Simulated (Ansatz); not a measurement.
ZrC:
```xyz
2
Lattice="0.0000 2.3207 2.3207 2.3207 0.0000 2.3207 2.3207 2.3207 0.0000" Properties=species:S:1:pos:R:3 pbc="T T T"
C      0.0000     0.0000     0.0000
Zr     2.3207     2.3207     2.3207
```

Relaxed with LDA.

**Question.** Decompose the optical modes at the zone centre into irreducible representations, and say which are infrared and Raman allowed.

**Answer.** Point group m-3m: Γ_opt = T1u. Infrared: T1u. Raman: none.

**Question.** Assign frequencies (DFPT, the program Ansatz at the LDA level (PAW)).

**Answer.** T1u 451 cm⁻¹.

Space group Fm-3m (rock salt). The cell was relaxed with LDA under the symmetry of its start; of distortions, only those at the zone centre were tested. No spin polarisation was allowed. As this level gives no gap, phonon frequencies hold no LO–TO term and depend on the k-mesh and smearing (Fermi–Dirac, 0.1 eV here).

Potentials: the later of the program's two PAW sets.
